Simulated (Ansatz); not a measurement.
ZnSnN2:
```xyz
4
Lattice="1.5824 0.9136 5.1361 -1.5824 0.9136 5.1361 0.0000 -1.8272 5.1361" Properties=species:S:1:pos:R:3 pbc="T T T"
Zn     0.0000     0.0000     0.0000
Sn     0.0000     0.0000     7.7041
N      0.0000     0.0000    11.5984
N      0.0000     0.0000     3.8098
```

Relaxed with PBEsol. Special points in fractions of this cell's reciprocal vectors: Γ (0.000, 0.000, 0.000); T (0.500, 0.500, 0.500); H2 (0.812, 0.188, 0.500); H0 (0.500, -0.188, 0.188); L (0.500, 0.000, 0.000); S0 (0.344, -0.344, 0.000); S2 (0.656, 0.000, 0.344); F (0.500, 0.000, 0.500).

**Question.** List the band energies nearest the valence-band maximum at these points for plane-wave PAW PBEsol (Ansatz code).

**Answer.** In eV from the valence-band maximum; about four levels below and three above (degenerate sets whole), none deeper than 8.9 eV; points with the same levels are listed once.

```csv
k,below,above
Γ,-1.03 -1.03 -0.83 -0.18 -0.18,0.72 3.33 8.18 8.18
T,-0.64 -0.64 -0.62 -0.62,3.13 3.74 7.83
H2,-4.15 -3.56 -1.55 -1.51,3.86 4.47 7.06
L,-2.75 -2.65 -2.13 -1.41,3.00 4.16 6.89
S0,-4.72 -3.37 -1.81 -1.38,3.69 5.14 6.68
F,-3.21 -2.91 -0.12 -0.06,0.68 3.55 7.52
```

Space group R-3m. The start of the workflow was typed in or built on a structure type; neither database checked (COD, Materials Project) lists it. Whether it is the stable phase at ambient conditions was not checked. The cell was relaxed with PBEsol under the symmetry of its start. At this level the phase is mechanically unstable. Its formation energy is positive at this level, so the cell may be metastable or incomplete. Scalar-relativistic: spin–orbit coupling is off unless named, which matters more the heavier the elements.

Potentials: the later of the program's two PAW sets.
